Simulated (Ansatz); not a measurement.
This guess for CrGaC₄N₄ is about to be relaxed.

```yaml
crystal:
  lattice:
    - [5.88089, 0.00000, 0.00000]
    - [0.00000, 5.88089, 0.00000]
    - [0.00000, 0.00000, 5.88089]
  atoms:
    - { symbol: Cr, position: [0.00000, 0.00000, 0.00000] }
    - { symbol: Ga, position: [0.50000, 0.50000, 0.50000] }
    - { symbol: C, position: [0.19026, 0.19026, 0.19026] }
    - { symbol: C, position: [0.19026, 0.80974, 0.80974] }
    - { symbol: C, position: [0.80974, 0.19026, 0.80974] }
    - { symbol: C, position: [0.80974, 0.80974, 0.19026] }
    - { symbol: N, position: [0.30512, 0.30512, 0.30512] }
    - { symbol: N, position: [0.30512, 0.69488, 0.69488] }
    - { symbol: N, position: [0.69488, 0.30512, 0.69488] }
    - { symbol: N, position: [0.69488, 0.69488, 0.30512] }
```

Computed with DFT PBE, scalar-relativistic, plane waves, PAW in Ansatz. Cutoff 420 eV, Gaussian smearing, Γ-centred meshes. Cell and atoms relax first on a coarse mesh and then on a converged one. In between, the cell is made exact in the group found at 0.06 Å. The steps can't lower the symmetry of their start. Collinear spin, starting moments Cr 3.0 μB.

A guess keeps its type if space group and coordination stay and the shape of the cell changes little (axis ratios within about 15 %, angles within 6°); the volume may change.

**Question.** Does this structure survive the relaxation?

**Answer.** It keeps its type. The symmetry stays P-43m (No. 215). The volume per atom grows by 1.0 %, from 20.3 to 20.5 Å³. The shortest distance goes from 1.17 Å (C–N) to 1.18 Å (C–N). Counting neighbours within 15 % of an atom's shortest distance, the start has C 1, Cr 4, Ga 4, N 1 and the end C 1, Cr 4, Ga 4, N 1.

The zero of energy is the elements' standard structures at the same level (N₂ as a molecule); no fitted shifts are applied.

**Question.** At what energy does it end?

**Answer.** +0.374 eV/atom. The separate elements lie lower, so it is unstable against them.

The last run used collinear spin, a 6×6×6 mesh for its 10-atom cell and Gaussian smearing of 0.02 eV. The reference form of C is held partly by dispersion forces, which this level lacks. Another magnetic order may lie lower. A structure relaxed within its symmetry needn't be a true minimum.
